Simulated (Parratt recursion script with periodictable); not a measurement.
## How the EUV peak of a Si/Y multilayer on Si grows with the number of periods

```
layer, from the top  thickness (Å)  density (g/cm³)  rms roughness of its top face (Å)  δ at 13.5 nm  β at 13.5 nm
-------------------  -------------  ---------------  ---------------------------------  ------------  ------------
Si (in each period)             45            2.313                                  0  9.927 × 10⁻⁴      0.001813
Y (in each period)            24.2            4.371                                  0       0.02576      0.002238
Si (substrate)                   –            2.313                                  0  9.927 × 10⁻⁴      0.001813
```

The refractive index is n = 1 − δ + iβ; the runs take δ and β at each wavelength of the scan. Vacuum lies above.

Densities are inputs, not measurements. They were set from computed cells of the Materials Project: Si from entry mp-149 (Fd-3m, 2.313 g/cm³); Y from entry mp-112 (P6₃/mmc, 4.371 g/cm³). A layer's crystal structure does not enter its constants, only its composition and density.

Method: EUV and soft X-ray reflectivity, Parratt recursion, Névot-Croce roughness, Henke tables (Parratt recursion script with periodictable 1.7.1).

Light falls at α = 6° from the surface normal. It is s-polarised. The wavelength is scanned from 12.42 to 14.58 nm in 161 evenly spaced points, without smoothing. The peak is the highest scan point; its wavelength and height come from a parabola through R at that point and its two neighbours.

The runs differ in the number of periods N alone.

```
N    peak λ (nm)  peak R (%)
---  -----------  ----------
15        13.607           ?
25        13.617        19.3
40        13.621        34.1
60        13.623        46.7
120       13.626        56.2
```

Question: Estimate the peak reflectivity for N = 15, trying the form R = R∞ tanh²(aN + b).

Answer: Take R∞ from the largest stack, 56.2 % at N = 120. For the shown rows under 97 % of it, y = artanh[(R/R∞)^½] is 0.672 at N = 25, 1.043 at N = 40, 1.537 at N = 60. A least-squares line has a = 0.0247 and b = 0.054. This form gives tanh²y = 0.990 at N = 120, in keeping with the choice of R∞. At N = 15, y = 0.425 and R = 56.2 × tanh²y = 9.0 %.

The run gave 8.7 %, so the form misses by 0.3 points.
